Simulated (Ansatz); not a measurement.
# Stability checks on a candidate for AlCu2

The cell was found from a structure generator's guess, not taken from experiment.

These are results of Ansatz, DFT PBE, scalar-relativistic, plane waves, PAW, not measurements. Cutoff 420 eV, Γ-centred 12×12×18 mesh (3-atom cell), Gaussian smearing of 0.10 eV, no spin polarisation.

```
Al Cu
1.0
     4.16944    0.00000    0.00000
    -2.08472    3.61084    0.00000
     0.00000    0.00000    2.59260
Al Cu
1 2
Cartesian
  0.0000 0.0000 0.0000
  0.0000 2.4072 1.2963
  2.0847 1.2036 1.2963
```

Formation energies are uncorrected and refer to the elements' standard structures at the same level.

Question: These tests were run: energy against the elements; phonons at Γ. What do they show?

Answer:

```tsv
test	result
energy against the elements	−0.13 eV/atom
phonons at Γ	imaginary modes down to 56i cm⁻¹
```

It fails one test: phonons at Γ. So it isn't even a local minimum.

The run for the phonons used a 12×12×20 k mesh and Fermi–Dirac smearing of 0.15 eV.
